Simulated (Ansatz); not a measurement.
A distorted cell of La (dhcp type, space group P6_3/mmc):

```
La
1.0
    3.77035     0.00000     0.00000
   -1.88517     3.26522     0.00000
    0.00000     0.00000    12.08097
La
4
Direct
  0.00000   0.00000   0.00000
  0.00000   0.00000   0.50000
  0.35984   0.64016   0.26988
  0.66667   0.33333   0.75000
```

Calculation: PBE (plane waves to 420 eV, PAW, scalar-relativistic; Ansatz, a first-principles code). k mesh 11×11×3 (Γ-centred), Fermi-Dirac smearing 0.05 eV. The energy includes the smearing's −TS. Compression counts positive. With partly filled bands, energies and forces of such displacements shift with the k mesh and the smearing. La is run without spin polarisation. La was relaxed with its symmetry unable to fall.

Task: What forces act on the atoms (eV/Å, Cartesian)?

Result: 
| atom | Fx | Fy | Fz |
|---|---|---|---|
| La1 | 0.016 | -0.009 | 0.114 |
| La2 | 0.025 | -0.014 | 0.248 |
| La3 | -0.065 | 0.037 | -0.482 |
| La4 | 0.024 | -0.014 | 0.121 |

Task: In it atom 3 sits (0.150, -0.087, 0.240) Å away from its relaxed site. What is its energy relative to the relaxed cell?

Result: 63 meV/cell.

(For displaced atoms, the force is minus the slope of the energy, and its curvature is a force constant, which sets phonon frequencies.)
